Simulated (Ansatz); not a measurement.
## From the elastic tensor of FeSi$_{2}$ to moduli and sound speeds

Theory: DFT LDA, scalar-relativistic, plane waves, PAW in Ansatz. Cutoff 420 eV, 16×16×8 k-points (Γ-centred), Fermi-Dirac smearing of 0.15 eV. No spin polarisation.

The structure is tetragonal, space group P4/mmm (No. 123). Conventional cell: a = 2.662 Å, b = 2.662 Å, c = 5.065 Å, α = 90.00°, β = 90.00°, γ = 90.00°. Fe (site symmetry 4/mmm) has 8 Si at 2.33 Å and 4 Fe at 2.66 Å as nearest neighbours. Si (site symmetry 4mm) has 5 Si at 2.32 to 2.66 Å and 4 Fe at 2.33 Å as nearest neighbours.

In a metal, frequencies and elastic constants depend on the k mesh and the smearing, soft modes and shear constants most. Spin polarisation was left out, and a magnetic state may lie lower.

Relaxed-ion constants (GPa, on the Cartesian axes of the calculation):
C11 = 366.6, C12 = 91.0, C13 = 107.5, C22 = 366.6, C23 = 107.5, C33 = 500.4, C44 = 121.2, C55 = 121.2, C66 = 130.1 GPa; the others vanish.

Density 5.182 g/cm³; 3 atoms in 35.90 Å³.

The values that follow are for a polycrystal of randomly turned grains, by Hill's mean where one number stands.

With S = C⁻¹: B_V = (C11+C22+C33+2(C12+C13+C23))/9, G_V = (C11+C22+C33−C12−C13−C23+3(C44+C55+C66))/15, 1/B_R = S11+S22+S33+2(S12+S13+S23), 15/G_R = 4(S11+S22+S33−S12−S13−S23)+3(S44+S55+S66); Hill is their mean. Then v_l = √((B+4G/3)/ρ), v_t = √(G/ρ), v_m = [(2/v_t³+1/v_l³)/3]^(−1/3) and Θ = (ħ/k_B)·v_m·(6π²n/V)^(1/3) for n atoms in the volume V; E = 9BG/(3B+G), ν = (3B−2G)/(2(3B+G)) and A^U = 5G_V/G_R + B_V/B_R − 6.

| Item | Value |
| --- | --- |
| Bulk modulus, Voigt / Reuss / Hill | 205.1 / 200.2 / 202.6 GPa |
| Shear modulus, Voigt / Reuss / Hill | 136.4 / 133.6 / 135.0 GPa |
| Young's modulus | 331 GPa |
| Poisson ratio | 0.227 |
| Pugh ratio B/G | 1.50 (under 1.75, the rule of thumb for brittle) |
| Universal anisotropy index | 0.13 |
| Longitudinal and transverse sound speeds | 8593 and 5104 m/s |
| Debye temperature from the mean sound speed | 736 K |

Cost: 1 run of about 5.8 core-minutes, on Arm Neoverse V2 (shared hosts).